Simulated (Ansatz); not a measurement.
Here is the system:

LiF (rock salt) is sheared across one {110} plane: the third cell vector gains the shift, so faults repeat every 4.3 Å. The cut lies between planes 1.44 Å apart; the cell height is held.

```
CELL_PARAMETERS angstrom
      2.87642     0.00000     0.00000
      0.00000     4.06787     0.00000
      1.43821     2.03393     4.31462
ATOMIC_POSITIONS crystal
  F  0.00000 0.00000 0.83333
  F  0.33333 0.33333 0.16667
  F  0.66667 0.66667 0.50000
  Li 0.00000 0.50000 0.83333
  Li 0.33333 0.83333 0.16667
  Li 0.66667 0.16667 0.50000
```

In-plane vectors a = (2.876, 0.000) Å, b = (0.000, 4.068) Å, area 11.70 Å². The shift is s times the vector a + b (length 4.982 Å), so s = 1 restores the start. Atoms relax along the normal only. γ = [E(shift) − E(0)] / area.

The numbers are results of PBE (plane waves to 420 eV, PAW, scalar-relativistic; Ansatz, a first-principles code), not measurements. k mesh 10×10×10 (Γ-centred), Fermi-Dirac smearing 0.05 eV. E is the zero-smearing estimate. Some relaxations began with atoms very close together and may have settled on another branch. Faults lie only 4.3 Å apart, and holding the cell height raises γ above its relaxed value. LiF was relaxed with its symmetry unable to fall. γ is measured from zero shift.

The scan covers s from 0.000 to 0.917 in 12 points.

Task: Does γ have a local minimum between the ends of the line, and at which s?

Result: No computed point is one.

Task: At which s is γ highest?

Result: s = 0.500.

Task: What is the highest γ among twelve even steps of s?

Result: 4.76 J/m².

(The slope of γ gives the shear force per area between the displaced halves; near zero shift its curvature is an elastic stiffness.)
